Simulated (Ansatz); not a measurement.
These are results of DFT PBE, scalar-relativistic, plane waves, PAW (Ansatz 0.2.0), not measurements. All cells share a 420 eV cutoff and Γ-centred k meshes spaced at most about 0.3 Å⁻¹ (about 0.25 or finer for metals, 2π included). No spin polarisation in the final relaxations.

All energies are static (0 K, no zero-point motion).

Two forms of Mg3BeS were relaxed alike.

A.

```xyz
10
Lattice="7.3100 0.0000 0.0000 -3.6550 6.3306 0.0000 0.0000 0.0000 4.1895" Properties=species:S:1:pos:R:3 pbc="T T T"
Mg   -2.4301    4.2091    3.1526
Mg    1.2249    2.1215    3.1526
Mg    4.8602    0.0000    3.1526
Mg    2.4301    4.2091    1.0370
Mg   -1.2249    2.1215    1.0370
Mg    2.4497    0.0000    1.0370
Be    0.0000    0.0000    1.0692
Be    0.0000    0.0000    3.1203
S     3.6550    2.1102    2.0948
S     0.0000    4.2204    2.0948
```

B.

```xyz
5
Lattice="3.9523 0.0000 0.0000 -1.9761 3.4228 0.0000 0.0000 0.0000 7.2111" Properties=species:S:1:pos:R:3 pbc="T T T"
Mg    1.9761    1.1409    2.0679
Mg    1.9761    1.1409    5.1432
Mg    0.0000    0.0000    0.0000
Be    0.0000    2.2819    0.0000
S     0.0000    0.0000    3.6056
```

Question: Which form is favoured at zero pressure, and by what margin per atom?

Answer: A is lower, by 91 meV/atom. A has space group P-31m (No. 162), 19.4 Å³/atom and no gap on its mesh; B has space group P-6m2 (No. 187), 19.5 Å³/atom and no gap. Counting Be or Mg atoms around S (for each partner element, those within 1.25 times its shortest distance or 1.15 times the sum of covalent radii, where it is the nearest in units of that sum or under 1.3), A and B both have S 6. Both come from invented guesses.

Cells relaxed within their symmetry can be saddle points.
